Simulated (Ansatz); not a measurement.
# Calculated quadrupolar parameters for CaTi4O9

The cell is a computed structure from the Materials Project (it need not be an observed phase).

Space group P4/n:1 (No. 85); a = 8.5211, c = 5.2312 Å.

| site | Wyckoff | site symmetry | x | y | z |
| --- | --- | --- | --- | --- | --- |
| Ca | 2c | 4.. | 0.0000 | 0.5000 | 0.1335 |
| Ti | 8g | 1 | 0.0899 | 0.7829 | 0.6198 |
| O11 | 2b | -4.. | 0.0000 | 0.0000 | 0.5000 |
| O13 | 8g | 1 | 0.7405 | 0.9305 | 0.0696 |
| O21 | 8g | 1 | 0.1061 | 0.2939 | 0.4635 |

One atom of each set is listed.

Computed with Ansatz: DFT, PBE, plane waves and PAW, scalar-relativistic, 420 eV cutoff, Γ-centred 3×3×5 k-points, Fermi–Dirac smearing 0.02 eV.

Conventions: |V_zz| ≥ |V_yy| ≥ |V_xx|, η = (V_xx − V_yy)/V_zz, C_Q = eQV_zz/h.

43Ca: I = 7/2, Q = -40.80 mb; 49Ti: I = 7/2, Q = 247.0 mb; O-17: I = 5/2, Q = -25.58 mb. Quadrupole moments are those of Pyykkö's year-2017 table.

**Question.** Which values are expected at the nuclei?

**Answer.** 

```tsv
site	atoms	first shell	V_zz (10²¹ V/m²)	η	C_Q (MHz)
Ca	2	8 O at 2.38–2.62 Å	2.34	0.00	-2.30
Ti	8	5 O at 1.67–2.10 Å	-4.13	0.78	-24.6
O11	2	4 Ti at 2.10 Å	-3.15	0.00	1.95
O13	8	1 Ti at 1.67 Å; also 1 Ca at 2.38 Å	0.98	0.42	-0.605
O21	8	3 Ti at 1.97–2.03 Å; also 1 Ca at 2.62 Å	-2.64	0.23	1.63
```

An axis of threefold or higher order runs through Ca and O11, so V_zz lies along it and η is zero.

The largest force is 0.3 eV/Å, so the atoms aren't at the calculated equilibrium and relaxing them would move these values.

Hardware: 1 thread of Intel Xeon Platinum 8259CL CPU @ 2.50GHz (Skylake/Cascade Lake) (x86_64; 16 cores open to the job, memory cap 2.5 GiB, no GPU), a shared host with a load of 0.2 a core. Wall time 49 s, CPU time 49 s, peak memory 0.93 GiB.
